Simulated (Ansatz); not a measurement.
Al (fcc (Cu type)), relaxed and computed with several functionals in Ansatz (plane waves, PAW).

```
functional  a (Å)
----------  -----
r²SCAN      3.991
PBEsol      4.014
PBE         4.040
LDA         3.983
PBE+D3(BJ)  3.982
r²SCAN+D4   3.975
```

All cells were relaxed under the symmetry of their starts (and spin orders); stability against distortions was not tested throughout.

Potentials: the earlier of the program's two PAW sets. The files were generated under PBE; for other functionals the program regenerates the frozen cores, and for LDA and PBEsol the local potential too.

Ansatz (an electronic-structure program) is a plane-wave DFT program.
